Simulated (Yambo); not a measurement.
```
CELL_PARAMETERS angstrom
      3.84722     0.00000     0.00000
      0.00000     3.84722     0.00000
      0.00000     0.00000     3.90105
ATOMIC_POSITIONS crystal
  Cl 0.50000 0.50000 0.50000
  Rb 0.00000 0.00000 0.00000
```

The PBEsol cell relaxed from Materials Project entry mp-23299 was given a biaxial strain of -1 % along x and y, z relaxed, and the atoms were relaxed again.

Task: Where are the main features of Im ε from RPA with local fields on PBEsol bands (Yambo; 10×10×10 mesh, 43 bands, 4 Ry local-field block, 0.2 eV broadening; field along z)?

Result: Peaks at 7.8 eV (3.2), 10.2 eV (2.8), 10.8 eV (2.7), 15.2 eV (1.9), 19.0 eV (1.5), heights in brackets. Peak heights and small wiggles depend on the k mesh. Convergence of the RPA response with its 10×10×10 mesh was not tested. No excitonic effects at this level. 

This is not the ordinary phase of the substance.
